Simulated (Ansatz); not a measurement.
¹¹⁹Sn Mössbauer parameters in GaAs with Sn replacing As

Cell: a supercell of GaAs (zinc blende type, F-43m) built from a COD entry, with all atoms left at the host's positions.

```cif
data_Ga27SnAs26
_symmetry_space_group_name_H-M 'F-43m'
_symmetry_Int_Tables_number 216
_cell_length_a 16.9611
_cell_length_b 16.9611
_cell_length_c 16.9611
_cell_angle_alpha 90.000
_cell_angle_beta 90.000
_cell_angle_gamma 90.000
loop_
_atom_site_label
_atom_site_type_symbol
_atom_site_symmetry_multiplicity
_atom_site_Wyckoff_symbol
_atom_site_fract_x
_atom_site_fract_y
_atom_site_fract_z
Ga1 Ga 16 e 0.4167 0.0833 0.4167
Ga3 Ga 24 g 0.7500 0.0833 0.7500
Ga5 Ga 48 h 0.7500 0.9167 0.5833
Ga14 Ga 4 d 0.7500 0.7500 0.7500
Ga18 Ga 16 e 0.0833 0.5833 0.9167
Sn Sn 4 a 0.5000 0.0000 0.5000
As29 As 48 h 0.6667 0.0000 0.6667
As32 As 16 e 0.8333 0.8333 0.6667
As36 As 16 e 0.1667 0.6667 0.8333
As42 As 24 f 0.0000 0.6667 0.0000
```

One atom of each set is listed; the run and its k-mesh use a cell of 54 atoms with edges of 11.99, 11.99, 11.99 Å.

Method: Kohn–Sham DFT in Ansatz, PBE, plane waves and PAW, scalar-relativistic, 420 eV cutoff, Γ-centred 2×2×2 k-points, Fermi–Dirac smearing 0.01 eV, cell charge -1.

Isomer shifts (against SnO₂) follow from the electron density at the nucleus, δ = α(ρ − ρ₀), with α = 0.099 mm s⁻¹ a₀³ and ρ₀ = 183191.44 a₀⁻³ from a line fitted to 8 measured compounds at this level of theory (rms miss 0.12 mm/s). ΔE_Q = ½eQV_zz(1 + η²/3)^½ with Q = -0.132 b for the 23.9 keV state.

**Question.** What would the ¹¹⁹Sn spectrum's parameters be?

**Answer.** 

```csv
site,atoms,first shell,ρ − ρ₀ (a₀⁻³),δ (mm/s),ΔE_Q (mm/s),η
Sn,1,4 Ga at 2.45 Å,16.7,1.65,0.00,–
```

The shift of Sn is in the range of covalently or intermetallically bonded tin.

The defect repeats with the cell of 54 atoms, so it feels its images: sites between two images don't show the values beside a lone defect, and zeros or small values of η there can come from the images' arrangement. A uniform background compensates the cell's charge. The neighbours have not yet relaxed around the defect (largest force 0.79 eV/Å), so a real crystal will differ.
